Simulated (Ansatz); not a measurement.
# Te2Mo (P-6m2), an elastic constant from a strain scan

Level of theory: DFT r2SCAN, scalar-relativistic, plane waves, PAW (Ansatz). Settings: plane waves to 500 eV, k-mesh 12×12×2 (Γ-centred), Gaussian smearing 0.05 eV. No spin polarisation. Energies are free energies at this smearing, counted from the undisturbed cell; pressure is positive in compression.

The undisturbed cell (as given, not relaxed at this level; it stands at 0.0 GPa; this form isn't the usual structure):

```
Te Mo
1.0
     3.56023    0.00000    0.00000
    -1.78012    3.08325    0.00000
     0.00000    0.00000   17.52406
Te Mo
2 1
Direct
  0.33333 0.66667 0.89786
  0.33333 0.66667 0.10214
  0.00000 0.00000 0.00000
```

The cell holds layers and no dispersion correction was added, so their binding is poorly described.

The cell is strained by ε times the Voigt pattern (0, 0, 1, 0, 0, 0) (xx, yy, zz, yz, xz, xy; engineering shear) with fractional coordinates fixed. The cell holds 3 atoms in V0 = 192.36 Å³. The stress column is τ = (1/V0) dE/dε, got from the stress tensor σ (compression positive) at each point as −det(1 + εP) σ : P(1 + εP)⁻¹, with P the pattern as a tensor.

```csv
ε,ΔE (meV/atom),τ (GPa)
-0.0400,25.558,-3.321
-0.0300,14.074,-2.425
-0.0200,6.095,-1.570
-0.0100,1.455,-0.755
0.0000,0.000,0.022
0.0100,1.582,0.763
0.0200,6.057,1.468
0.0300,13.283,2.138
0.0350,17.887,2.461
0.0400,?,?
```

Problem. Which combination of elastic constants does this scan measure, and how large is it?

Solution. For small ε, τ = τ0 + Kε with K = pᵀCp, which for this pattern is C33 in the Cartesian frame shown. The parabola through τ at ε = -0.0100, 0 and 0.0100 has slope K = 76 GPa at zero. The energies per cell, E = NΔE, of the same two points give K = 2[E(ε₊)/ε₊ − E(ε₋)/ε₋]/[(ε₊ − ε₋)V0] = 76 GPa, in agreement. These are clamped-ion values.

Problem. Predict the withheld row at ε = 0.0400 from the harmonic law, and compare.

Solution. ΔE = V0(τ0 ε + Kε²/2)/N = 24.648 meV/atom and τ = 3.06 GPa. The calculation gives 23.127 meV/atom and 2.78 GPa: the energy lies 6 % below the harmonic value, as bonds soften when stretched.

Forces appear on the atoms along this scan, and letting them relax would lower the energy and soften the response.